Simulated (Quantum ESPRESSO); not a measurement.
Band energies of K2PtH6

```
CELL_PARAMETERS angstrom
      0.00000     4.06002     4.06002
      4.06002     0.00000     4.06002
      4.06002     4.06002     0.00000
ATOMIC_POSITIONS crystal
  H  0.79786 0.79786 0.20214
  H  0.20214 0.20214 0.79786
  H  0.20214 0.79786 0.79786
  H  0.79786 0.20214 0.20214
  H  0.79786 0.20214 0.79786
  H  0.20214 0.79786 0.20214
  K  0.75000 0.75000 0.75000
  K  0.25000 0.25000 0.25000
  Pt 0.00000 0.00000 0.00000
```

norm-conserving PBEsol (Quantum ESPRESSO, 84 Ry, scalar-relativistic); path ΓXWKΓLUWLK,UX; energies in eV from the valence-band maximum.

```csv
k (1/Å),point,band 17,band 18,band 19,band 20,band 21,band 22,band 23,band 24
0.00,Γ,-0.78,-0.78,-0.23,-0.23,-0.23,5.22,6.05,6.05
0.19,,-0.78,-0.78,-0.33,-0.21,-0.21,5.48,5.83,6.13
0.58,,-0.77,-0.77,-0.72,-0.13,-0.13,4.17,6.79,6.88
0.77,X,-0.79,-0.77,-0.77,-0.12,-0.12,3.90,6.66,7.31
0.77,W,-0.88,-0.77,-0.41,-0.41,-0.17,4.41,6.03,7.26
1.05,K,-0.86,-0.77,-0.55,-0.37,-0.05,4.32,6.28,7.01
1.21,,-0.85,-0.77,-0.56,-0.39,0.00,4.82,5.77,7.28
1.54,,-0.78,-0.78,-0.54,-0.21,-0.10,5.66,5.76,6.19
1.70,,-0.78,-0.78,-0.33,-0.22,-0.19,5.47,5.91,6.03
1.87,Γ,-0.78,-0.78,-0.23,-0.23,-0.23,5.22,6.05,6.05
2.04,,-0.78,-0.78,-0.35,-0.20,-0.20,5.48,5.97,5.97
2.20,,-0.78,-0.78,-0.62,-0.12,-0.12,5.80,5.80,6.09
2.54,L,-0.84,-0.78,-0.78,0.00,0.00,5.61,5.61,6.76
2.78,,-0.85,-0.77,-0.70,-0.18,-0.01,4.94,5.80,7.12
3.01,U,-0.86,-0.77,-0.55,-0.37,-0.05,4.32,6.28,7.01
3.01,W,-0.88,-0.77,-0.41,-0.41,-0.17,4.41,6.03,7.26
3.15,,-0.87,-0.77,-0.52,-0.36,-0.10,4.52,5.96,7.33
3.42,,-0.84,-0.78,-0.76,-0.07,-0.01,5.31,5.67,6.91
3.56,L,-0.84,-0.78,-0.78,0.00,0.00,5.61,5.61,6.76
3.80,,-0.85,-0.77,-0.70,-0.18,-0.01,4.94,5.80,7.12
3.91,,-0.85,-0.77,-0.59,-0.34,-0.03,4.57,6.02,7.18
4.03,K,-0.86,-0.77,-0.55,-0.37,-0.05,4.32,6.28,7.01
4.03,U,-0.86,-0.77,-0.55,-0.37,-0.05,4.32,6.28,7.01
4.31,X,-0.79,-0.77,-0.77,-0.12,-0.12,3.90,6.66,7.31
```

The PBEsol gap is indirect, 3.90 eV, from 20 % of the way from K to Γ to X; the smallest direct gap is 4.02 eV.

Without spin-orbit coupling, band edges of such heavy elements can be off by tenths of an eV.

Geometry of the Materials Project entry, not relaxed at this level.

The structure is a Materials Project entry; no match was found in the copy of COD used, and its stability was not checked.
